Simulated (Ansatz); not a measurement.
This cell of Ni (fcc, Cu type) is off equilibrium:

```xyz
4
Lattice="3.4782 0.0000 0.0000 0.0000 3.4782 0.0000 0.0000 0.0000 3.4782" Properties=species:S:1:pos:R:3 pbc="T T T"
Ni     0.0000     0.0000     0.0000
Ni     1.7391     1.7391     0.0000
Ni     1.4451     0.0000     1.7391
Ni     0.0000     1.7391     1.7391
```

Method: r2SCAN (plane waves to 500 eV, PAW, scalar-relativistic; Ansatz, an electronic-structure program). k mesh 11×11×11 (Γ-centred), Fermi-Dirac smearing 0.05 eV. Energies are smeared free energies. Compression counts positive. With partly filled bands, energies and forces of such displacements shift with the k mesh and the smearing. On this mesh the relaxed cell isn't quite at rest: it carries a pressure of 0.1 GPa (compression positive) at the zero of the scan. Ni was relaxed with its symmetry unable to fall. Relaxed Ni ends ferromagnetic. Other magnetic orders were not checked, so this need not be the ground state.

Task: Predict the force on every atom, in eV/Å.

Result: 
```csv
atom,Fx,Fy,Fz
Ni1,-1.535,0.000,0.000
Ni2,-0.114,0.000,0.000
Ni3,3.183,0.000,0.000
Ni4,-1.535,0.000,0.000
```

Task: Give the stress tensor in GPa and the pressure.

Result: 
```
    6.1      0.0      0.0
    0.0      5.8      0.0
    0.0      0.0      5.8
```
The pressure, a third of the trace, is 5.9 GPa.

Task: In it atom 3 sits (-0.294, 0.000, 0.000) Å away from its relaxed site. What is its energy relative to the relaxed cell?

Result: 456 meV/cell.

(A displaced cell: forces are minus the slopes of the energy, force constants its curvatures, and phonons follow from these.)
